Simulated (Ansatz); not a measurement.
## Calculated coordination and S-33 quadrupole coupling for Lu3Mg2CrS8

Cell: a Materials Project structure (computed, not necessarily an observed phase), atoms as given.

Space group R-3m:H (No. 166); a = 7.6782, c = 18.5178 Å, γ = 120.00°.

| site | Wyckoff | site symmetry | x | y | z |
| --- | --- | --- | --- | --- | --- |
| Mg | 6c | 3m | 0.0000 | 0.0000 | 0.3749 |
| Lu | 9d | .2/m | 0.8333 | 0.6667 | 0.1667 |
| Cr | 3a | -3m | 0.0000 | 0.0000 | 0.0000 |
| S7 | 18h | .m | 0.8192 | 0.6383 | 0.4122 |
| S9 | 6c | 3m | 0.0000 | 0.0000 | 0.7560 |

One atom of each set is listed; the run and its k-mesh use a cell of 14 atoms with edges of 7.60, 7.60, 7.60 Å.

Computed with Ansatz: DFT, PBE+U (U = 3.5 eV on Cr d), plane waves and PAW, scalar-relativistic, collinear spin, 420 eV cutoff, Γ-centred 5×5×5 k-points, Fermi–Dirac smearing 0.02 eV. Start moments as typed (μB): 3 on each Cr, none on the rest.

Q(S-33) = -69.40 mb.

(1) Rank these S sites by |C_Q|, smallest first.
A. S7: 1 Cr at 2.50 Å, 1 Mg at 2.50 Å, 2 Lu at 2.68 Å
B. S9: 1 Mg at 2.42 Å, 3 Lu at 2.64 Å

Answers

(1) B (3.83 MHz, η = 0.00), A (11.3 MHz, η = 0.50).

An axis of threefold or higher order runs through S9, so V_zz lies along it and η is zero. At S7 V_zz points along its one bond to Cr (within 7°). Like point charges on the first shell alone (each adding as 1/d³) would put S9 above S7: the kind of neighbour, the covalent part of each bond and the atoms beyond the first shell count as well.

The program didn't check the stability of this electronic state in full, so a lower one may lie near. Without spin–orbit coupling the gradients at and beside Lu can be off by some per cent, at some sites by more. All moments are parallel here, as the start or the cell imposes; many such compounds order antiparallel, where fields and spin densities carried over to other atoms largely cancel. The magnetic order is the one that the run reached from its start moments, not necessarily the measured one.
